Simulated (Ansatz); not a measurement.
Si₂Mo:
```xyz
6
Lattice="0.0000 3.9957 4.3648 2.2880 0.0000 4.3648 2.2880 3.9957 0.0000" Properties=species:S:1:pos:R:3 pbc="T T T"
Si     2.2880     5.3054     4.3648
Si     2.2880     2.6861     4.3648
Si     3.4320     4.6840     6.5471
Si     3.4320     7.3033     6.5471
Mo     0.0000     0.0000     0.0000
Mo     1.1440     1.9979     2.1824
```

Relaxed with r²SCAN. Special points in fractions of this cell's reciprocal vectors: Γ (0.000, 0.000, 0.000); Y (0.500, 0.000, 0.500); T (1.000, 0.500, 0.500); Z (0.500, 0.500, 0.000); Σ0 (0.000, 0.401, 0.401); U0 (1.000, 0.599, 0.599); C0 (0.500, 0.237, 0.737); A0 (0.500, 0.763, 0.263); L (0.500, 0.500, 0.500).

Problem. List the band energies nearest the Fermi level at these points for the program Ansatz at the r²SCAN level (PAW).

Solution. In eV from the Fermi level; about four levels below and three above (degenerate sets whole), none deeper than 8.9 eV; points with the same levels are listed once.

```
k                     below                above
--  -----------------------  -------------------
Γ   -3.36 -2.63 -2.45 -2.36       0.29 2.42 2.79
Y   -3.04 -3.04 -0.53 -0.53  2.53 2.53 2.83 2.83
T   -2.65 -2.65 -1.19 -1.19  1.23 1.23 2.66 2.66
Z   -2.27 -2.27 -1.54 -1.54  2.72 2.72 3.01 3.01
Σ0  -1.97 -1.97 -1.12 -1.10       0.45 1.58 2.68
C0  -3.02 -3.02 -0.17 -0.17  1.04 1.04 2.05 2.05
L   -2.28 -1.91 -0.58 -0.08       0.34 1.17 1.89
```

Space group Fddd. A made-up cell: these elements were put on the sites of a structure type; neither database checked (COD, Materials Project) lists it. It is not the phase usual at ambient conditions (space group No. 139). Symmetry was held in the r²SCAN relaxation; its stability against distortions is not shown here. No spin polarisation was allowed. Spin–orbit coupling is left out wherever it is not named.

Potentials: the later of the program's two PAW sets.
